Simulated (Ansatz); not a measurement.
PdSb₂ (space group Pa-3)

```
CELL_PARAMETERS angstrom
      6.46448     0.00000     0.00000
      0.00000     6.46448     0.00000
      0.00000     0.00000     6.46448
ATOMIC_POSITIONS crystal
  Sb 0.37286 0.37286 0.37286
  Sb 0.62714 0.62714 0.62714
  Sb 0.12714 0.62714 0.87286
  Sb 0.87286 0.37286 0.12714
  Sb 0.87286 0.12714 0.62714
  Sb 0.12714 0.87286 0.37286
  Sb 0.62714 0.87286 0.12714
  Sb 0.37286 0.12714 0.87286
  Pd 0.00000 0.00000 0.00000
  Pd 0.50000 0.00000 0.50000
  Pd 0.50000 0.50000 0.00000
  Pd 0.00000 0.50000 0.50000
```

The volume is varied about the relaxed value V₀ at fixed cell shape. The atoms relax within the cell's symmetry.

Computed with PBEsol (plane waves to 420 eV, PAW, scalar-relativistic; Ansatz, an electronic-structure program). k mesh 6×6×6 (Γ-centred), Fermi-Dirac smearing 0.05 eV. E stands for the smeared free energy. Compression counts positive. PdSb2 is run without spin polarisation. PdSb2 was relaxed with its symmetry unable to fall. Spin-orbit coupling is left out, though Sb is heavy. ΔE is measured from the relaxed starting cell.

```csv
V/V₀,ΔE (eV/atom),P (GPa)
0.940,0.029,7.4
0.952,0.018,5.7
0.964,0.010,4.1
0.976,0.004,2.7
0.988,0.001,1.3
1.000,0.000,0.0
1.012,0.001,-1.2
1.024,0.004,-2.3
1.036,0.009,-3.3
1.048,0.015,-4.3
1.060,0.023,-5.1
```

Summary:

The pressure at the smallest volume comes out as 7.4 GPa and the energy cost of the largest compression comes out as 29 meV/atom. The energy cost of the largest expansion is 23 meV/atom and the bulk modulus B₀ (third-order Birch-Murnaghan fit) is 102 GPa. The pressure derivative B₀′ (fit) is 5.1 and the equilibrium volume of the fit is 22.51 Å³/atom. The pressure for 5 % compression (fit) is 6.0 GPa.

The 11 points together took about 15 core-minutes (a rough figure).

(A scan under strain: stresses follow from slopes of the energy per volume, elastic moduli from its curvatures.)
